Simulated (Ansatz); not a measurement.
A plane-wave DFT run in Ansatz 0.2.0 (scalar-relativistic PAW potentials unless the input names others): input and command.

```yaml
crystal:
  lattice:
    - [5.6211242025, 0.0, 0.0]
    - [0.0, 5.6211242025, 0.0]
    - [0.0, 0.0, 25.0975011291]
  atoms:
    - { symbol: Al, position: [0.25, 0.25, 0.3386791361] }
    - { symbol: Al, position: [0.25, 0.75, 0.3386791361] }
    - { symbol: Al, position: [0.75, 0.25, 0.3386791361] }
    - { symbol: Al, position: [0.75, 0.75, 0.3386791361] }
    - { symbol: Ti, position: [0.0, 0.0, 0.4196633092] }
    - { symbol: Ti, position: [0.0, 0.5, 0.4196633092] }
    - { symbol: Ti, position: [0.5, 0.0, 0.4196633092] }
    - { symbol: Ti, position: [0.5, 0.5, 0.4196633092] }
    - { symbol: Al, position: [0.2545052561, 0.25, 0.5010117518] }
    - { symbol: Al, position: [0.2542308154, 0.75, 0.5006985441] }
    - { symbol: Al, position: [0.7454947439, 0.25, 0.5010117518] }
    - { symbol: Al, position: [0.7457691846, 0.75, 0.5006985441] }
    - { symbol: Ti, position: [0.0, -0.0014293383, 0.5756341384] }
    - { symbol: Ti, position: [0.0, 0.5014293383, 0.5756341384] }
    - { symbol: Ti, position: [0.5, -0.0010525747, 0.5801683265] }
    - { symbol: Ti, position: [0.5, 0.5010525747, 0.5801683265] }
    - { symbol: Au, position: [0.0, 0.25, 0.6597729992] }
basis:
  ecutwfc: "550 eV"
kpoints:
  mp_grid: { grid: [5, 5, 1] }
hamiltonian:
  xc: r2scan
scf:
  occupations: { method: gaussian, width: 0.1 }
output:
  forces: true
  eigenvalues: true
efield:
  axis: 3
  dipole_correction: true
  ramp_width: 0.04
```

```bash
ansatz run input.yaml --threads 2 --pin off --max-ram 5120MiB --backend cpu --events-out ev --progress --plain --runs-dir out
```

Abridged log:
```
Pseudopotentials: kind: paw
Pseudopotential: Al, paw, valence charge 3, recommended cutoff 500 eV (meta_gga)
Pseudopotential: Ti, paw, valence charge 12, recommended cutoff 500 eV (meta_gga)
Pseudopotential: Au, paw, valence charge 19, recommended cutoff 500 eV (meta_gga)
Functional definition: r2SCAN
Crystal: 17 atoms, lattice volume = 793.007 Å³
Basis set: ecut = 550 eV, 23187 PW (Γ), exchange–correlation on 180×180×768 points (64 copies of the dense FFT grid, shifted against one another)
Bands: 87, of which v1, the nominal top of the filled ones, is band 70 counted from 1 (69 counted from 0)
Symmetry: 4 space group operations
Space group: Pmm2 (ITA 25), of the structure as read, at distance tolerance 9.3e-5 Å
k-points: 9 of 25
Initial density: superposition of atomic densities (neutral atoms: chi_scale 0, normalization atom), corrected by the library's trained network
Initial wavefunctions: pseudopotential atomic-orbital guess
Functional: x = r2scan, c = r2scan; τ floored in thin density (d = 2e-4 eV/Å³)
SCF iter   1: F=—  HF=-37520.538091 eV  |F-HF|=—  |Δ(HF+E_count)|=         —  Δρ=9.55e-3  dr2=2.38e0  dr2_τ=1.79e-1  ethr=1.77e-3  p=0.036 e·Å  D=8.24e-3 V/Å  ΔV_dip=-0.21 eV  dr2_dipole=3.18e-1  V_vac-E_F(+/−)=4.07/4.28 eV  ⟨swp⟩=9.0  Hψ=3640  notcnv=0
efield: sawtooth ramp at fractional position 0.9792 (placed from the atoms, in the widest stretch of the axis that holds none; the zero of the levels goes with the place), width 0.0400; the density the first Hamiltonian is built on has a dipole p = 0.036 e·Å; the dipole correction subtracts the counter field D = 8.24e-3 V/Å, which shifts the + side's vacuum level by -0.21 eV against the − side's; the planar-averaged density in the ramp window peaks in size at 6.0e-6 e/Å³
SCF iter   2: F=—  HF=-37520.755810 eV  |F-HF|=—  |Δ(HF+E_count)|=   2.18e-1  Δρ=6.14e-3  dr2=7.09e-1  dr2_τ=3.96e-2  ethr=1.71e-3  p=0.035 e·Å  D=8.00e-3 V/Å  ΔV_dip=-0.20 eV  dr2_dipole=1.53e-1  V_vac-E_F(+/−)=4.12/4.32 eV  ⟨swp⟩=3.4  Hψ=1556  notcnv=0  defer=75
SCF iter   3: F=—  HF=-37520.702419 eV  |F-HF|=—  |Δ(HF+E_count)|=   5.34e-2  Δρ=1.54e-3  dr2=5.81e-2  dr2_τ=7.58e-4  ethr=5.10e-4  p=0.031 e·Å  D=7.05e-3 V/Å  ΔV_dip=-0.18 eV  dr2_dipole=3.20e-3  V_vac-E_F(+/−)=4.17/4.35 eV  ⟨swp⟩=2.6  Hψ=1294  notcnv=0  defer=75
SCF iter   4: F=—  HF=-37520.701328 eV  |F-HF|=—  |Δ(HF+E_count)|=   1.09e-3  Δρ=4.30e-4  dr2=2.57e-3  dr2_τ=1.99e-4  ethr=4.18e-5  p=0.029 e·Å  D=6.65e-3 V/Å  ΔV_dip=-0.17 eV  dr2_dipole=1.63e-4  V_vac-E_F(+/−)=4.21/4.37 eV  ⟨swp⟩=2.1  Hψ=981  notcnv=0  defer=75
SCF iter   5: F=—  HF=-37520.701336 eV  |F-HF|=—  |Δ(HF+E_count)|=   7.91e-6  Δρ=1.96e-4  dr2=6.26e-4  dr2_τ=3.70e-5  ethr=1.85e-6  p=0.027 e·Å  D=6.09e-3 V/Å  ΔV_dip=-0.15 eV  dr2_dipole=1.45e-4  V_vac-E_F(+/−)=4.23/4.38 eV  ⟨swp⟩=2.8  Hψ=1567  notcnv=0  defer=68
SCF iter   6: F=—  HF=-37520.701387 eV  |F-HF|=—  |Δ(HF+E_count)|=   5.09e-5  Δρ=6.15e-5  dr2=6.51e-5  dr2_τ=5.66e-6  ethr=4.50e-7  p=0.026 e·Å  D=5.89e-3 V/Å  ΔV_dip=-0.15 eV  dr2_dipole=3.02e-6  V_vac-E_F(+/−)=4.23/4.38 eV  ⟨swp⟩=2.4  Hψ=1082  notcnv=0  defer=68
SCF iter   7: F=—  HF=-37520.701487 eV  |F-HF|=—  |Δ(HF+E_count)|=   9.99e-5  Δρ=2.32e-5  dr2=1.15e-5  dr2_τ=5.25e-7  ethr=4.68e-8  p=0.025 e·Å  D=5.74e-3 V/Å  ΔV_dip=-0.14 eV  dr2_dipole=2.72e-7  V_vac-E_F(+/−)=4.23/4.38 eV  ⟨swp⟩=2.9  Hψ=1367  notcnv=0  defer=68
SCF iter   8: F=—  HF=-37520.701488 eV  |F-HF|=—  |Δ(HF+E_count)|=   1.69e-6  Δρ=9.66e-6  dr2=2.03e-6  dr2_τ=6.65e-8  ethr=8.30e-9  p=0.025 e·Å  D=5.68e-3 V/Å  ΔV_dip=-0.14 eV  dr2_dipole=3.74e-7  V_vac-E_F(+/−)=4.24/4.38 eV  ⟨swp⟩=2.1  Hψ=973  notcnv=0  defer=68
SCF iter   9: F=—  HF=-37520.701489 eV  |F-HF|=—  |Δ(HF+E_count)|=   3.73e-7  Δρ=3.53e-6  dr2=2.80e-7  dr2_τ=1.37e-8  ethr=1.46e-9  p=0.025 e·Å  D=5.66e-3 V/Å  ΔV_dip=-0.14 eV  dr2_dipole=1.05e-8  V_vac-E_F(+/−)=4.24/4.38 eV  ⟨swp⟩=2.6  Hψ=1021  notcnv=0  defer=68
SCF iter  10: F=-37520.701489 eV  HF=-37520.701489 eV  |F-HF|=5.38e-9  |Δ(HF+E_count)|=   1.70e-8  Δρ=1.21e-6  dr2=1.88e-8  dr2_τ=7.29e-10  ethr=7.19e-11  p=0.025 e·Å  D=5.65e-3 V/Å  ΔV_dip=-0.14 eV  dr2_dipole=2.15e-11  V_vac-E_F(+/−)=4.24/4.38 eV  ⟨swp⟩=18.3  Hψ=4193  notcnv=0
SCF 1 converged in 10 iterations: F = -37520.701489 eV  dr2 = 1.88e-8
SCF converged after 10 iterations
Free energy (F): -37520.701489 eV
Harris-Foulkes:  -37520.701489 eV  (|F-HF|=5.38e-9)
Internal energy: -37520.625322 eV  (E = F + TS)
E sigma→0 (E₀):  -37520.663405 eV
Entropy (-TS):   -0.076167 eV (-4.480 meV/atom)
Fermi energy:    1.348415 eV
Dipole field:    D = 0.005656 V/Å  (p = 0.024787 e·Å, saw-weighted, corrected)
Work function:   Φ+ = 4.2369 eV   Φ− = 4.3788 eV
Levels:          The Fermi level and band energies are counted from a zero that moves with the ramp; work functions are not
--- Forces (eV/Å), atoms counted from 1 ---
  atom   1  Al     0.00597998     0.00000000     0.47456932
  atom   2  Al     0.02268226     0.00000000     0.45028256
  atom   3  Al    -0.00597998     0.00000000     0.47456932
  atom   4  Al    -0.02268226     0.00000000     0.45028256
  atom   5  Ti     0.00000000     0.03973894    -0.38540489
  atom   6  Ti     0.00000000    -0.03973894    -0.38540489
  atom   7  Ti     0.00000000    -0.00276009    -0.54683095
  atom   8  Ti     0.00000000     0.00276009    -0.54683095
  atom   9  Al     0.00365711     0.00000000     0.00565916
  atom  10  Al     0.00903434     0.00000000     0.00021102
  atom  11  Al    -0.00365711     0.00000000     0.00565916
  atom  12  Al    -0.00903434     0.00000000     0.00021102
  atom  13  Ti     0.00000000     0.01049723     0.00055770
  atom  14  Ti     0.00000000    -0.01049723     0.00055770
  atom  15  Ti     0.00000000     0.00924171     0.00213580
  atom  16  Ti     0.00000000    -0.00924171     0.00213580
  atom  17  Au     0.00000000     0.00000000    -0.00258202
```

Apart from outputs, empty bands and the relaxation, which only the reference makes, the input differs from a reference run on usual settings in basis.ecutwfc: 500 → "550 eV". The reference, at the same geometry, ended its own course with largest force 0.547 eV/Å (on an atom or along a direction that it held fixed), no gap on the mesh. This run converged in 10 SCF iterations with an energy at zero smearing 0.65 meV/atom below the reference's, largest force 0.547 eV/Å, no gap on the mesh.

The run took 64 s on 2 threads of Intel(R) Xeon(R) Platinum 8488C (Sapphire Rapids), on a shared host, peak memory 2.8 GiB.